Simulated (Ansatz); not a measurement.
In the program Ansatz at the PBEsol level (PAW), NbAg in the rock salt structure (Fm-3m) relaxes to a = 5.381 Å. Ag has 6 nearest neighbours from 2.69 Å (octahedral); Nb has 6 nearest neighbours from 2.69 Å (octahedral). Against the elements it lies at 1.19 eV/atom, with no fitted shifts.

Electronic character: metallic (no gap). Gap from PBEsol with spin–orbit coupling: none (metallic).

An equation-of-state fit gives a bulk modulus of 135 GPa. The relaxed-ion elastic constants in GPa are C11 = 292, C12 = 56.5, C44 = -12.3. The highest mode at Γ lies at 175 cm⁻¹.

The start of the workflow was typed in or built on a structure type; neither database checked (COD, Materials Project) lists it. Its standing as an ambient phase is unchecked. Symmetry was held in the PBEsol relaxation. At this level the phase is mechanically unstable. The run is not spin-polarised. Its formation energy is positive at this level, so the cell may be metastable or incomplete. As this level gives no gap, shear constants depend on the k-mesh and smearing (Fermi–Dirac, 0.1 eV here). As this level gives no gap, phonon frequencies hold no LO–TO term and depend on the k-mesh and smearing (Fermi–Dirac, 0.1 eV here). The references are the lowest solids computed at this level, not always the standard phases. Spin–orbit coupling is left out wherever it is not named.

Potentials: the later of the program's two PAW sets.
